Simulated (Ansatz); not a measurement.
# What a change of settings does: Tl (hcp type)

First run: DFT, PBE, PAW with Ansatz's default frozen-core files, scalar-relativistic (Ansatz 0.2.0).

Command: `ansatz run input.yaml --threads 1 --pin off --max-ram 2048MiB --backend cpu --events-out ev --progress --plain --runs-dir out` It took 6.9 s on 1 thread of Intel(R) Xeon(R) Platinum 8488C (Sapphire Rapids) (shared host), peak memory 0.41 GiB.

```yaml
crystal:
  lattice:
    - [2.8492837211, 0.0, 0.0]
    - [-1.4246418606, 2.4675520851, 0.0]
    - [0.0, 0.0, 4.4774778346]
  atoms:
    - { symbol: Tl, position: [0.3333333333, 0.6666666667, 0.25] }
    - { symbol: Tl, position: [0.6666666667, 0.3333333333, 0.75] }
kpoints:
  mp_grid: { grid: [14, 14, 8] }
scf:
  occupations: { method: fermi_dirac, width: 0.1 }
hamiltonian:
  xc: pbe
  pseudopotentials: { kind: paw }
output:
  forces: true
  stress: true
relax:
  f_tol: 0.005
  max_steps: 30
  cell: { stress_tol: 0.53, fix: [volume] }
```

The base cell comes from a relaxation on PAW files under the same functional, and the cell shown is scaled from it.

This run: shape and atoms relaxed at 0.5 of the base cell's volume.

It converges in 17 SCF iterations over all geometries at a pressure of 121.2 GPa, ending at 15.74 Å³/atom, cutoff 420 eV.

The input is then changed:

```diff
   xc: pbe
-  pseudopotentials: { kind: paw }
+  pseudopotentials: { kind: paw, source: jth }
 output:
   stress: true
+  write_density: true
+  write_potential: true
+  elf: true
+  volumetric_format: npy
 relax:
```

**Question.** What does the second run give?

**Answer.** It converges in 18 SCF iterations over all geometries at a pressure of 121.0 GPa, ending at 15.74 Å³/atom, cutoff 1800 eV. More than one line changes, and not each need have an effect. Results part of its log:
```
Warning: <dir> the checks of this Tl dataset prove no rule for summing its radial tables, as where they were carried onto another mesh than they were made on, and Gregory's rule is taken, under which a leading mesh point left out moves its sums only by what lay on the interval it spanned. That does not make them correct, and they differ from Quantum ESPRESSO's on this file; a re-export a fraction 
basis re-selected at this cell: Δ(F+E_penalty+E_count) = -3.830e-5 eV, ΔP = -0.004 GPa vs the last step (what re-selecting the basis moved, of the pressure what is left beyond the Pulay correction that the steps carried, after the strain that the cell walked since its last selection, with what the two solves' SCF thresholds leave and, on support functions, any second-order correction that the steps lacked; it is no measure of the basis error at this ecutwfc). This SCF's stress stands 3.35e-1 GPa from its target on what of the cell is left free (relax.cell.stress_tol is 5.30e-1 GPa) and its largest allowed force component is 1.11e-16 eV/Å (relax.f_tol is 5.00e-3 eV/Å): within both
SCF converged after 3 iterations
Free energy (F): -22763.883036 eV
Harris-Foulkes:  -22763.883036 eV  (|F-HF|=6.57e-9)
Internal energy: -22763.861984 eV  (E = F + TS)
E sigma→0 (E₀):  -22763.872510 eV
Entropy (-TS):   -0.021052 eV (-10.526 meV/atom)
Fermi energy:    21.817508 eV
--- Per-component energies (eV) ---
  E_band       = 257.598679
  E_kinetic    = 298.625788
  E_local      = -1753.789729  (includes V_loc(G=0)·N_el)
  E_nonlocal   = 1797.734631
  E_hartree    = 543.536514
  E_xc         = -145.811923
  E_vxc        = -151.637193  (∫ρ·V_xc dr)
  E_paw        = -20699.636736  (= ΣΔE_a)
  E_vpaw       = -1020.407816  (= ΣTr[D̂ρ^β])
[... lines left out ...]
--- Stress (GPa, compression-positive) ---
      120.829458      -0.000000       0.000000
       -0.000000     120.829458       0.000000
        0.000000       0.000000     121.331907
  P = ⅓ Tr σ = 120.9969 GPa (1209.969 kbar)
--- Band table (eV; the first three rows and the last of 120) ---
  k-point 0: bands = ["5.3942", "6.1611", "7.6487", "7.7902", "7.7902", "8.0217", "8.0217", "8.4278", "8.4278", "9.5847", "9.5847", "14.8878", "16.6521", "31.9208", "33.5677", "34.0859", "34.3890"]
  k-point 1: bands = ["5.5310", "6.1949", "7.6307", "7.7542", "7.7542", "7.9891", "7.9891", "8.5184", "8.5184", "9.5673", "9.5673", "13.3810", "18.3897", "31.6836", "33.5300", "33.8012", "34.3727"]
  k-point 2: bands = ["5.9059", "6.2878", "7.6186", "7.7002", "7.7002", "7.9059", "7.9059", "8.7276", "8.7276", "9.5064", "9.5064", "11.4925", "20.9674", "31.0483", "32.7996", "33.1812", "34.4098"]
  k-point 119: bands = ["6.8902", "6.8902", "7.5710", "7.5710", "8.0847", "8.0847", "8.6013", "8.6013", "9.6446", "9.6446", "18.3818", "18.3818", "19.3186", "19.3186", "21.9752", "21.9752", "32.2209"]
--- Relaxed structure (3 steps of the walk, 3 accepted, 1 SCFs on fresh bases) ---
  F+E_penalty+E_count = -22763.88303581 eV   max|allowed force component| = 1.110e-16 eV/Å   (the final SCF, on the basis selected at the relaxed cell)
  cell:  # Å, volume = 31.4801 Å³
    - [2.808524257804023, 2.8454487796497978e-11, 0.0]
    - [-1.404262128926654, 2.4322533543888922, 0.0]
    - [0.0, 0.0, 4.608382084582534]
  atoms:
    - { symbol: Tl, position: [0.3333333333333333, 0.6666666666666666, 0.25] }
    - { symbol: Tl, position: [0.6666666666666666, 0.3333333333333333, 0.7500000000000001] }
```
